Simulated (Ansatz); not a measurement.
## Ca2Nb2O6F — field gradients at the nuclei

The cell is an entry of the Crystallography Open Database (COD), its atoms then relaxed with PBE in this cell.

Space group Fd-3m:1 (No. 227); a = 10.4440 Å.

```csv
site,Wyckoff,site symmetry,x,y,z
Ca,16c,.-3m,0.6250,0.6250,0.1250
Nb,16d,.-3m,0.1250,0.1250,0.6250
O,48f,2.mm,0.2039,0.5000,0.0000
F,8a,-43m,0.5000,0.5000,0.0000
```

One atom of each set is listed; the run and its k-mesh use a cell of 22 atoms with edges of 7.39, 7.39, 7.39 Å.

Level of theory: DFT, PBE, plane waves and PAW, scalar-relativistic, 420 eV cutoff, Γ-centred 6×6×6 k-points, Fermi–Dirac smearing 0.05 eV (Ansatz 0.2.0).

Conventions: |V_zz| ≥ |V_yy| ≥ |V_xx|, η = (V_xx − V_yy)/V_zz, C_Q = eQV_zz/h.

43Ca: I = 7/2, Q = -40.80 mb; Nb-93: I = 9/2, Q = -320.0 mb; ¹⁷O: I = 5/2, Q = -25.58 mb. Quadrupole moments are those of Pyykkö's year-2017 table.

(1) Which values are expected at the nuclei?

Answers

(1) 

| site | atoms | first shell | V_xx, V_yy, V_zz (10²¹ V/m²) | η | C_Q (MHz) |
| --- | --- | --- | --- | --- | --- |
| Ca | 4 | 2 F at 2.26 Å, 6 O at 2.57 Å | 0.45, 0.45, -0.90 | 0.00 | 0.892 |
| Nb | 4 | 6 O at 2.02 Å | -4.64, -4.64, 9.27 | 0.00 | -71.8 |
| O | 12 | 2 Nb at 2.02 Å, angle 132°; also 2 Ca at 2.57 Å | -0.018, -0.66, 0.68 | 0.95 | -0.421 |
| F | 2 | 4 Ca at 2.26 Å | 0.00, 0.00, 0.00 | – | – |

An axis of threefold or higher order runs through Ca and Nb, so V_zz lies along it and η is zero. F sits on a cubic site, where every gradient vanishes.

F has no stable isotope with a ground-state quadrupole moment in the table, so no C_Q is given.

With no gap above 0.1 eV, as in a metal, the gradients converge slowly in k; expect changes of a tenth or more on a denser mesh. Without spin–orbit coupling (the program notes it for Nb) the gradients can shift somewhat, as the gap is small. Semilocal functionals can leave a metal where correlation in the d or f shell opens a gap in the real compound, and that would change the values at and beside Nb. Where η is near 1 the sign of V_zz means little.

The relaxation (4 steps) took 2.2 min of wall time (4.2 min of CPU time) and 0.99 GiB at its peak, on 2 threads of Intel Xeon Processor @ 2.50GHz (Skylake/Cascade Lake) (x86_64; 62 cores open to the job, memory cap 5.0 GiB, no GPU), a shared host with a load of 0.7 a core.
